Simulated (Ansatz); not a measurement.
InAg₃ (Cu3Au type, Pm-3m), the program Ansatz at the r²SCAN level (PAW), all energies at zero smearing, with the estimated change up to a 700 eV cutoff added, with one set of potentials and settings (totals compare only within such a set). Cell of 4 atoms (1 In, 3 Ag): -28423.832 eV.

```csv
element,reference phase,E (eV/atom)
In,"I4/mmm, 1 atoms in the cell",-5611.8204
Ag,"R-3m, 3 atoms in the cell",-7603.9440
```

Formation energy per atom, worked out: (-28423.832 − 1×(-5611.8204) − 3×(-7603.9440))/4 = -0.045 eV/atom (-4 kJ per mol of atoms), at 0 K, without zero-point energy or fitted corrections.

The first step of the workflow began from a Materials Project structure, measured or hypothetical; the Crystallography Open Database files this formula in space group No. 221, but the cells were not matched. Whether it is the stable phase at ambient conditions was not checked. The r²SCAN relaxation kept the symmetry of its start; its stability against distortions is not shown here. No spin polarisation was allowed. The references are the lowest solids computed at this level, not always the standard phases.

Potentials: the later of the program's two PAW sets.
